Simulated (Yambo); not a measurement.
G0W0@LDA for CsOH (space group Cmc2_1, No. 36) in Yambo. Reference settings: 4×4×2 Γ-centred k mesh, 156 bands and a 7 Ry block in the screening, 156 bands in G with the Bruneval-Gonze terminator, plasmon pole fitted at 27.2 eV. The LDA gap Γ → Γ on this mesh is 3.60 eV; G0W0 gaps are taken between the same points.

Gap (Γ → Γ) in eV against the number of bands and the screening block, terminator on:

```json
[
 {"bands (W and G)": "37", "2 Ry": "6.421", "3 Ry": "6.272", "4 Ry": "6.165", "6 Ry": "6.127", "7 Ry": "6.127"},
 {"bands (W and G)": "58", "2 Ry": "6.120", "3 Ry": "5.992", "4 Ry": "5.913", "6 Ry": "5.898", "7 Ry": "5.903"},
 {"bands (W and G)": "86", "2 Ry": "5.977", "3 Ry": "5.858", "4 Ry": "5.806", "6 Ry": "5.815", "7 Ry": "5.826"},
 {"bands (W and G)": "121", "2 Ry": "5.921", "3 Ry": "5.795", "4 Ry": "5.752", "6 Ry": "5.779", "7 Ry": "5.793"},
 {"bands (W and G)": "156", "2 Ry": "5.904", "3 Ry": "5.772", "4 Ry": "5.733", "6 Ry": "5.771", "7 Ry": "5.789"}
]
```

At the largest block the last step in bands moves the gap by -0.004 eV; at the most bands the last step in the block moves it by 0.018 eV.

Geometry of the Materials Project entry, not relaxed at this level; primitive cell a = 6.088 Å, b = 6.088 Å, c = 4.504 Å, α = 90.00°, β = 90.00°, γ = 138.41°.

The structure is a Materials Project entry; no match was found in the copy of COD used, and its stability was not checked.
